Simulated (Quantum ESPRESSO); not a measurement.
# Planted mistakes on one cell of Mo3TaSe7Cl

The results below are calculated, not measured. They come from pw.x of Quantum ESPRESSO 7.5, a plane-wave density functional program, with PseudoDojo standard norm-conserving files (v0.5 for PBE, v0.4.1 for LDA and PBEsol). The cells are made up: elements, strain and atom displacements were drawn at random, and nothing was relaxed. There is no spin polarisation, spin-orbit coupling or dispersion term.

The cell has 12 sites of a 2H layered lattice (rectangular cell). Sites 1 to 4 hold Mo Mo Ta Mo; sites 5 to 12 hold Se Se Se Se Se Se Se Cl. Cell vectors in Å: (3.401, 0.008, 0.012); (0.014, 5.936, 0.022); (0.048, 0.050, 13.494). Settings: PBE, cutoff 1170 eV, 6 x 4 x 2 k mesh shifted by half a step, Fermi-Dirac smearing of 0.025 eV.

The intended run has a self-consistency threshold of 1e-07 eV, a smearing term of 0.000 eV, a pressure of -4.81 GPa and 22 iterations. Each further run changes one thing: all lengths scaled by 0.9835; atoms of sites 11 and 12 exchanged; cutoff 754 eV; files of LDA; k mesh 2 x 2 x 2; one electron added; smearing 0.34 eV; threshold 0.4 eV. A coarse mesh keeps the shift, and a charged cell sits in a uniform background.

| run | change of free energy (eV) | smearing term -TS (eV) | change of P (GPa) | largest change of a force component (eV/Å) | iterations |
| --- | --- | --- | --- | --- | --- |
| A | 1.504 | 0.000 | -6.25 | 0.544 | 22 |
| B | -1.155 | 0.000 | -0.74 | 0.412 | 24 |
| C | 0.226 | 0.000 | -0.36 | 0.260 | 8 |
| D | -0.030 | 0.000 | -0.25 | 0.522 | 24 |
| E | -0.375 | -1.386 | 0.74 | 0.311 | 22 |
| F | 11.710 | -0.023 | 9.99 | 0.748 | 20 |
| G | 28.788 | 0.000 | -134.15 | 0.026 | 24 |
| H | -0.199 | 0.000 | 5.01 | 0.758 | 23 |

A rerun of the intended cell at 1467 eV and k mesh 8 x 6 x 4 moved values by no more than 0.003 eV in the cell's energy, 0.02 GPa in stress and 0.004 eV/Å in force.

Question: which change belongs to which run?

## Worked reading

Run C has the fewest iterations, as a run stopped early does. Run E has the largest smearing term, as wide smearing gives. Run G has a higher energy and the largest fall in pressure, as too small a basis gives. Run H changes the volume by a factor of 0.9513; minus its pressure change over the logarithm of that factor, 100 GPa, is a rough bulk modulus with clamped atoms. Energies from files of another functional, or of a charged cell, have another zero and say nothing on stability; the pressure of a charged cell rests on the program's zero of potential too.

## Key

```
run                              change
  A                        files of LDA
  B                    k mesh 2 x 2 x 2
  C                    threshold 0.4 eV
  D  atoms of sites 11 and 12 exchanged
  E                    smearing 0.34 eV
  F                  one electron added
  G                       cutoff 754 eV
  H        all lengths scaled by 0.9835
```